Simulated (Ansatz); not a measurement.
GeRh in space group Pnma (No. 62; Rh on 4c, Ge on 4c) at seven volumes, PBEsol (plane waves, PAW; program Ansatz), shape and atoms relaxed at each. One row is withheld.

```json
[
 {"V (Å³/atom)": "13.498", "P (GPa)": "19.97"},
 {"V (Å³/atom)": "13.943", "P (GPa)": "12.01"},
 {"V (Å³/atom)": "14.388", "P (GPa)": "5.23"},
 {"V (Å³/atom)": "14.833", "P (GPa)": "0.01"},
 {"V (Å³/atom)": "15.278", "P (GPa)": "-4.38"},
 {"V (Å³/atom)": "15.723", "P (GPa)": "?"},
 {"V (Å³/atom)": "16.168", "P (GPa)": "-11.62"}
]
```

Q: Fit the shown pressures and predict the withheld one.

A: Third-order Birch–Murnaghan: P = (3/2)B₀(x^(7/2) − x^(5/2))[1 + (3/4)(B′ − 4)(x − 1)] with x = (V₀/V)^(2/3). Least squares on the six rows gives V₀ = 14.830 Å³/atom, B₀ = 166.3 GPa, B′ = 5.10. At V = 15.723, x = 0.9618 and P = -8.38 GPa. The run itself gave -8.43 GPa.

The workflow started from an entry of the Crystallography Open Database (COD). Its standing as an ambient phase is unchecked. Symmetry was held in the PBEsol relaxation; its stability against distortions is not shown here. No spin polarisation was allowed.

Potentials: the later of the program's two PAW sets.
